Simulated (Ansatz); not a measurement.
# Computed energy against volume: ZrO2 (tetragonal-ZrO2 type, space group P4_2/nmc)

ZrO2 (tetragonal-ZrO2 type, space group P4_2/nmc)

```
CELL_PARAMETERS angstrom
      3.60110     0.00000     0.00000
      0.00000     3.60110     0.00000
      0.00000     0.00000     5.23008
ATOMIC_POSITIONS crystal
  Zr 0.00000 0.00000 0.00000
  Zr 0.50000 0.50000 0.50000
  O  0.00000 0.50000 0.19637
  O  0.00000 0.50000 0.69637
  O  0.50000 0.00000 0.30363
  O  0.50000 0.00000 0.80363
```

This relaxed cell (volume V₀) is scaled evenly in all directions, its shape held. The atoms relax within the cell's symmetry.

All values below come from r2SCAN (plane waves to 500 eV, PAW, scalar-relativistic; Ansatz, a program for electronic structure). k mesh 9×9×7 (Γ-centred), Fermi-Dirac smearing 0.05 eV. The energy includes the smearing's −TS. Compression counts positive. With the shape held, the modulus is that of even scaling; a crystal free to change shape is softer. The PAW data are Ansatz's earlier set. This is a high-temperature form of ZrO2. ZrO2 is run without spin polarisation. ZrO2 was relaxed with its symmetry unable to fall. ΔE is measured from the relaxed starting cell.

```csv
V/V₀,ΔE (meV/atom),P (GPa)
0.840,244.9,51.2
0.872,146.1,36.9
0.904,76.8,25.0
0.936,31.9,15.1
0.968,7.5,6.8
1.000,0.0,0.0
1.032,6.6,-5.7
1.064,25.0,-10.4
1.096,53.1,-14.3
1.128,89.3,-17.6
1.160,132.1,-20.3
```

Read from the data:

Pressure at the smallest volume: 51.2 GPa
Energy cost of the largest compression: 244.9 meV/atom
Energy cost of the largest expansion: 132.1 meV/atom
Bulk modulus at fixed cell shape B₀ (third-order Birch-Murnaghan fit): 194 GPa
Pressure derivative B₀′ (fit): 4.7
Equilibrium volume of the fit: 11.30 Å³/atom
Pressure for 5 % compression (fit): 11.3 GPa

The 11 points together took about 7 core-minutes (a rough figure).

(Under strain, the slope of the energy per volume gives the stress and its curvature an elastic modulus.)
